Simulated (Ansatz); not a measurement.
The relaxed structure here is a generated cell of TiC: the first start was made by placing the elements on the sites of a structure type, and the end was not matched to a known phase here, so it may be hypothetical. Known forms of TiC include space group No. 225.

One stationary structure of TiC. Method: PBE (plane waves to 420 eV, PAW, scalar-relativistic; Ansatz, a first-principles code).

```cif
data_C2Ti2
_chemical_formula_sum 'Ti2 C2'
_space_group_name_H-M_alt 'P 1'
_space_group_IT_number 1
_cell_length_a 5.75421
_cell_length_b 5.75421
_cell_length_c 5.75421
_cell_angle_alpha 153.370
_cell_angle_beta 149.484
_cell_angle_gamma 40.939
loop_
_space_group_symop_operation_xyz
  'x, y, z'
loop_
_atom_site_label
_atom_site_type_symbol
_atom_site_fract_x
_atom_site_fract_y
_atom_site_fract_z
_atom_site_occupancy
Ti1 Ti 0.62618 0.37618 0.25000 1
Ti2 Ti 0.37382 0.62382 0.75000 1
C1 C 0.96357 0.21357 0.75000 1
C2 C 0.03643 0.78643 0.25000 1
```

Find the space group and the Wyckoff positions (tolerance 0.01 Å).

Space group Imma (No. 74); a = 2.650 Å, b = 3.029 Å, c = 10.782 Å, α = β = γ = 90.00°

```
atom  site  symmetry       x       y       z
----  ----  --------  ------  ------  ------
Ti      4e       mm2  0.0000  0.2500  0.6238
C       4e       mm2  0.0000  0.2500  0.2136
```

Give the shortest distances between elements (the closest pairs, up to four, under 3.6 Å).

C–C 1.54 Å; C–Ti 2.23 Å; Ti–Ti 2.65 Å.

The volume per atom is 10.82 Å³. The density comes out as 4.60 g/cm³ and the band gap is no gap (metallic).

No spin polarisation in the result.

The run could not lose the symmetry of its start, so the end can be a saddle point.

It was reached from a disturbed copy of a Fd-3m (No. 227) cell (AFLOW prototype AB_cF16_227_a_b (B32, as in NaTl)), against which it lies -1.65 eV/atom.
